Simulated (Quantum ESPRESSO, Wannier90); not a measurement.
ZnSnP2 (P-4m2), plane waves to Wannier functions

```xyz
4
Lattice="4.0039 0.0000 0.0000 0.0000 4.0039 0.0000 0.0000 0.0000 5.6232" Properties=species:S:1:pos:R:3 pbc="T T T"
Zn     0.0000     0.0000     0.0000
Sn     2.0019     2.0019     2.8116
P      0.0000     2.0019     1.2768
P      2.0019     0.0000    -1.2768
```

Materials Project entry mp-1215429; symmetrised, unrelaxed at this level. Not found in the COD (Crystallography Open Database) copy used; not checked further. Method: PBEsol plane waves in Quantum ESPRESSO 7.5 (PseudoDojo norm-conserving files, 68 Ry, no spin polarisation, no spin-orbit coupling), Bloch states on a 8×8×6 mesh through Γ, Wannier90 4.0.1. Density: 8×8×6 mesh, Gaussian smearing 0.01 Ry. Spin-orbit coupling is left out although heavy elements are present.

A tight-binding model is made by disentanglement and projection with no localisation steps (num_iter = 0), so the 21 orbitals stay atom-like: hydrogen-like Zn: s;p;d; Sn: s;p; P: s;p, axes along x, y, z; frozen window up to 1.98 eV relative to the valence-band maximum. It follows pw.x to 2.4 meV rms for states up to 1.5 eV relative to the valence-band maximum. Matrix elements depend on this choice of orbitals and windows.

The 20 largest hoppings ⟨m,0|H|n,R⟩ between different sites (one of each Hermitian pair; signs follow the real orbitals' lobes; the list may end inside a set of equal values):

```csv
m,n,R,distance of the centres (Å),t (eV)
P3 s,Zn1 py,0 0 0,2.51,-2.049
P3 s,Zn1 py,0 1 0,2.51,2.049
P4 s,Zn1 px,0 0 0,2.51,-2.048
P4 s,Zn1 px,1 0 0,2.51,2.048
P4 px,Zn1 s,0 0 0,2.49,1.980
P4 px,Zn1 s,1 0 0,2.49,-1.980
P3 py,Zn1 s,0 0 0,2.49,1.980
P3 py,Zn1 s,0 1 0,2.49,-1.980
Sn2 py,P4 pz,0 0 1,2.52,-1.898
Sn2 py,P4 pz,0 1 1,2.52,1.898
P3 pz,Sn2 px,0 0 0,2.52,1.898
Sn2 px,P3 pz,1 0 0,2.52,-1.898
Sn2 pz,P4 py,0 0 1,2.60,-1.777
Sn2 pz,P4 py,0 1 1,2.60,1.777
P3 px,Sn2 pz,0 0 0,2.60,1.777
Sn2 pz,P3 px,1 0 0,2.60,-1.777
Sn2 s,P4 py,0 0 1,2.60,-1.774
Sn2 s,P4 py,0 1 1,2.60,1.774
P3 px,Sn2 s,0 0 0,2.60,-1.774
Sn2 s,P3 px,1 0 0,2.60,1.774
```
